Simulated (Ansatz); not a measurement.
A 20-atom cell of Sb₂Se₃ from a materials database, 20 atoms and 312 valence electrons in a cell of about 556 Å³, was run 7 times in the plane-wave code Ansatz, each time on 1 × NVIDIA H100 80GB HBM3 with 4 threads of AMD EPYC 7R13 Processor (Zen 3), with other jobs on the host.

```tsv
run	k mesh	irreducible k	cutoff (eV)	plane waves	bands	SCF iterations	wall time	peak host memory (GiB)
relaxation, PBE-D3(BJ)	2×6×2	16	420	10327	188	62	53 s	1.5
relaxation, r2SCAN+rVV10	2×6×2	16	500	14147	188	76	?	?
bands, PBE	2×6×2	16	420	10883	165	8	?	?
single point, r2SCAN	2×6×2	16	500	14147	165	9	?	?
single point, HSE06	2×4×2	12	420	10883	165	22	4.9 min	5.9
single point, PBE+SOC	2×6×2	16	420	10883	330	11	28 s	2.9
single point, PBE0	2×4×2	12	420	10883	165	23	4.4 min	5.8
```

(1) What time and memory did the runs marked ? need?

Answers

(1)
```json
{"run": "single point, r2SCAN", "wall time": "21 s", "peak host memory (GiB)": "2.1"}
{"run": "bands, PBE", "wall time": "27 s", "peak host memory (GiB)": "2"}
{"run": "relaxation, r2SCAN+rVV10", "wall time": "100 s", "peak host memory (GiB)": "1.7"}
```

Only the levels marked +SOC include spin-orbit coupling.
